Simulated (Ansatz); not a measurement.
MgO in space group P3m1 (No. 156; Pearson symbol hP12), the program Ansatz at the PBEsol level (PAW). The conduction-band minimum lies at Γ, with 1 equivalent valley. Second derivatives d²E/dk² of the lowest band at one valley (eV·Å²), along Cartesian directions:

```
direction  d²E/dk²
---------  -------
[100]        22.72
[010]        22.72
[001]        22.96
[110]        22.72
[101]        22.84
[011]        22.84
```

**Question.** Find the principal effective masses, the density-of-states mass and the conductivity mass.

**Answer.** Off-diagonal terms follow from H_xy = H[110] − (H_xx + H_yy)/2, and m*/mₑ = 7.620 eV·Å² over each eigenvalue: 0.33, 0.34, 0.34. One valley's DOS mass (m₁m₂m₃)^(1/3) = 0.33, conductivity mass 3/(Σ 1/mᵢ) = 0.33 mₑ.

**Question.** What effective density of states Nc follows at 300 K for parabolic valleys?

**Answer.** Nc = 2.509e19 × 1 × (0.33)^(3/2) ≈ 4.8e18 cm⁻³.

**Question.** With the computed static dielectric constant 6.03 (mean of the diagonal), estimate a hydrogenic donor's binding energy and radius.

**Answer.** E = 13.606 eV × 0.33/6.03² ≈ 120 meV; a = 0.529 Å × ε/m* ≈ 9.7 Å. Semilocal masses tend to be too small when the gap is underestimated.

The first step of the workflow began from a Materials Project structure, measured or hypothetical; the Crystallography Open Database copy checked does not list it. It is not the phase usual at ambient conditions (space group No. 225). Symmetry was held in the PBEsol relaxation; its stability against distortions is not shown here.

Potentials: the later of the program's two PAW sets.
